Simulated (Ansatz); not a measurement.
# What DFT gives for YbSb$_{2}$S$_{2}$

```
Yb S Sb
1.0
     4.71146    0.00000    0.00000
    -2.35573    4.08025    0.00000
     0.00000    0.00000    7.75068
Yb S Sb
1 2 2
Direct
  0.00000 0.00000 0.00000
  0.33330 0.66670 0.62000
  0.66670 0.33330 0.38000
  0.33330 0.66670 0.26000
  0.66670 0.33330 0.74000
```

Method: PBE, no spin polarisation; PAW, plane waves to 420 eV, 5×5×3 Γ-centred mesh, fermi-dirac occupations (width 0.1 eV) (Ansatz 0.2.0), atoms fixed.

- Electronic structure: It is a metal, with about 2.9 states/eV a cell as the mean within 0.25 eV of the Fermi level, mostly Sb p (33 %), S p (25 %) and Yb d (13 %).
- Stress: The pressure is -1.9 GPa (compression positive), so with the atoms held at these fractions the cell would first shrink. The principal stresses -3.5, -1.1, -1.1 GPa differ, so its shape would change too.
- Contacts: S–Sb at 2.79 Å: least valence density 0.32 e/Å³ and ELF 0.48 there. Yb–Sb at 3.39 Å: least valence density 0.13 e/Å³ and ELF 0.18 there. Both are smooth PAW fields, read partly inside the augmentation spheres.
- Formation energy: 0.09 eV an atom against the elements' usual phases (free molecules for gases, crystals otherwise, with no correction for O₂ or N₂), so at this geometry it isn't bound against them. Relaxing would lower it.

Origin: a known structure type with other elements, at an estimated volume, so it need not be a known compound. Caveats: no spin polarisation, so a magnetic state may lie lower; the k mesh is coarse if the cell is a metal; f levels without a U or exact exchange are poorly placed.
